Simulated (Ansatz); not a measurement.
Mg2Sn:
```
Mg2Sn
1.0
    4.70790     2.61837     0.00000
   -4.70790     2.61837     0.00000
   -4.70589     0.00000     5.34408
Mg Sn
4 2
Cartesian
  0.41428   1.96399   1.33625
 -5.12018   3.27276   4.00782
 -2.76723   1.96399   1.33579
 -1.93867   3.27276   4.00829
 -3.52942   0.65467   4.00806
 -1.17647   4.58207   1.33602
```

Relaxed with LDA. Special points in fractions of this cell's reciprocal vectors: Γ (0.000, 0.000, 0.000); C (0.387, 0.387, 0.000); C2 (-0.387, 0.613, 0.000); Y2 (-0.500, 0.500, 0.000); M2 (-0.500, 0.500, 0.500); D (-0.267, 0.733, 0.500); D2 (0.267, 0.267, 0.500); A (0.000, 0.000, 0.500); L2 (0.000, 0.500, 0.500); V2 (0.000, 0.500, 0.000).

Q: List the band energies nearest the Fermi level at these points for LDA (plane waves, PAW; program Ansatz).

A: In eV from the Fermi level; about four levels below and three above (degenerate sets whole), none deeper than 8.9 eV; points with the same levels are listed once.

| k | below | above |
|---|---|---|
| Γ | -1.22 -0.76 -0.45 -0.25 | 0.09 0.34 1.30 |
| C | -4.72 -1.49 -0.29 -0.08 | 0.99 1.86 3.57 |
| Y2 | -5.36 -5.36 -3.10 -3.10 | 1.14 1.14 1.43 1.43 |
| M2 | -1.71 -1.71 -0.53 -0.53 | 3.59 3.59 4.55 4.55 |
| D | -1.55 -1.55 -0.90 -0.90 | 0.88 0.88 1.43 1.43 |
| A | -0.92 -0.92 -0.33 -0.33 | 2.46 2.46 3.39 3.39 |
| L2 | -3.40 -2.53 -1.48 -0.71 | 0.83 1.66 3.04 |
| V2 | -3.39 -2.52 -1.49 -0.71 | 0.83 1.66 3.04 |

Space group Fddd. The first step of the workflow began from a Materials Project structure, measured or hypothetical; the Crystallography Open Database copy checked does not list it. COD files the formula under space group No. 225, 227, so this cell is another polymorph or a model. With Mg and Sn taken as one species the cell has the higher symmetry Fddd, so it may be an ordered model of a mixed-site phase. Whether it is the stable phase at ambient conditions was not checked. Symmetry was held in the LDA relaxation; whether a distortion lowers the energy is not shown. Point labels and valley counts follow the cell and symmetry of the run, lower than the named group. Spin–orbit coupling is left out wherever it is not named.

Potentials: the later of the program's two PAW sets.
